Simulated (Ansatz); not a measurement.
Rb (bcc (W type), Im-3m) at seven volumes, PBEsol (plane waves, PAW; program Ansatz), scaled uniformly. One row is withheld.

```tsv
V (Å³/atom)	P (GPa)
78.743	0.33
81.339	0.20
83.935	0.10
86.531	0.00
89.126	?
91.722	-0.15
94.318	-0.22
```

**Question.** Fit the shown pressures and predict the withheld one.

**Answer.** P = (3/2)B₀(x^(7/2) − x^(5/2))[1 + (3/4)(B′ − 4)(x − 1)] with x = (V₀/V)^(2/3). Least squares on the six rows gives V₀ = 86.588 Å³/atom, B₀ = 2.9 GPa, B′ = 3.40. At V = 89.126, x = 0.9809 and P = -0.08 GPa. The run itself gave -0.08 GPa.

The cell was relaxed with PBEsol under the symmetry of its start.

Potentials: the later of the program's two PAW sets.
